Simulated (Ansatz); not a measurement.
Li (bcc, W type)

```
CELL_PARAMETERS angstrom
     -3.47745     3.47745     3.47745
      0.00000     0.00000     3.47745
      0.00000     3.47745     0.00000
ATOMIC_POSITIONS crystal
  Li 0.00000 0.00000 0.00000
  Li 0.50000 0.00000 0.00000
```

The atoms are displaced by Q × the pattern below (from a DFPT mode at H = (0.5, 0.5, 0.5), largest move 1; Q in Å), at fixed cell. It is one choice among 3 degenerate patterns. (q is in reciprocal vectors of the primitive cell; the cell shown is doubled to hold the pattern.)

```json
[
 {"atom": "Li1", "x": "0.000", "y": "0.000", "z": "-1.000"},
 {"atom": "Li2", "x": "0.000", "y": "0.000", "z": "1.000"}
]
```

These are r2SCAN (plane waves to 500 eV, PAW, scalar-relativistic; Ansatz, a first-principles code) values and carry that method's errors. k mesh 19×19×19 (Γ-centred), Fermi-Dirac smearing 0.05 eV. E stands for the smeared free energy. With partly filled bands, energies and forces of such displacements shift with the k mesh and the smearing. Li was relaxed with its symmetry unable to fall. ΔE is measured from the undisplaced structure. The last digit holds for this mesh only.

```
Q (Å)    ΔE (meV/cell)
-------  -------------
-0.1000          27.89
-0.0833          19.42
-0.0667          12.45
-0.0500           7.02
-0.0333       withheld
-0.0167           0.78
0.0000            0.00
0.0167            0.78
0.0333        withheld
0.0500            7.02
0.0667           12.45
0.0833           19.42
0.1000           27.89
```

### Question
Fit an even polynomial form (powers 2, 4) to the given rows and predict ΔE at Q = 0.0333.

### Answer
Least squares on the 11 given rows: ΔE = (2812)·Q² + (-2270)·Q⁴, in meV/cell with Q in Å; root-mean-square residual 0.010 meV/cell. At 0.0333 the fit gives 3.12 meV/cell; the calculation gives 3.12 meV/cell, the same to the digits shown. The quadratic term alone would give 3.12 meV/cell.

(A displaced cell: forces are minus the slopes of the energy, force constants its curvatures, and phonons follow from these.)
